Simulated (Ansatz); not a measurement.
GaN:
```
CELL_PARAMETERS angstrom
      0.00000     2.24909     2.24909
      2.24909     0.00000     2.24909
      2.24909     2.24909     0.00000
ATOMIC_POSITIONS crystal
  N  0.75000 0.75000 0.75000
  Ga 0.00000 0.00000 0.00000
```

Relaxed with PBEsol.

Q: Give the optical modes at the zone centre with their infrared and Raman activity from DFPT, PBEsol (plane waves, PAW; program Ansatz).

A: Transverse frequencies, without the LO–TO term; a row sums one degenerate level.

```tsv
ω (cm⁻¹)	degeneracy	IR ((D/Å)²/amu)	Raman (Å⁴/amu)	activity	symmetry
537	3	41.94	42	IR+Raman	T2
```

Q: How high does the top mode go among those that the LO–TO term moves?

A: 711 cm⁻¹ for q along x.

Space group F-43m (zinc blende). Symmetry was held in the PBEsol relaxation; phonons on a q-mesh show no instability.

Potentials: the later of the program's two PAW sets.
